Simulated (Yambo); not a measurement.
Yambo run on SiO2 (space group Fddd, No. 70). The wavefunctions are LDA (pw.x of Quantum ESPRESSO, ONCV potentials, no spin-orbit coupling) ones on a 4×4×4 mesh (32 occupied bands); a = 8.744 Å, b = 7.732 Å, c = 5.274 Å, α = 82.15°, β = 61.16°, γ = 36.69°.

Yambo input:

```
rim_cut
gw0
dyson
el_el_corr
HF_and_locXC
cohsex
em1s
RandQpts= 1000000
RandGvec= 1 Ry
EXXRLvcs= 84 Ry
VXCRLvcs= 336 Ry
Chimod= "HARTREE"
% BndsRnXs
 1 | 180 |
%
NGsBlkXs= 6 Ry
% LongDrXs
 1.0 | 1.0 | 1.0 |
%
ExtendOut
% QPkrange
 1 | 1 | 32 | 33 |
%
```

k points by index: 1 = Γ.

Table of the .qp output:

```
#    K-point    Band    Eo [eV]    E [eV]    E-Eo [eV]    Vxc [eV]    Vnlxc [eV]    Sc|Eo [eV]    Re(Z)    Im(Z)
#
    1    32    0.000000    -3.582346    -3.582346    -19.68476    -25.54978    2.282670    1.000000    0.000000
    1    33    5.578601    6.396593    0.817992    -10.50507    -5.887504    -3.799572    1.000000    0.000000
```
(The two width columns are left out.) Convergence of these settings isn't established.

Geometry of the Materials Project entry, not relaxed at this level.

This is not the ordinary phase of the substance; no match was found in the copy of COD used, and its stability was not checked.
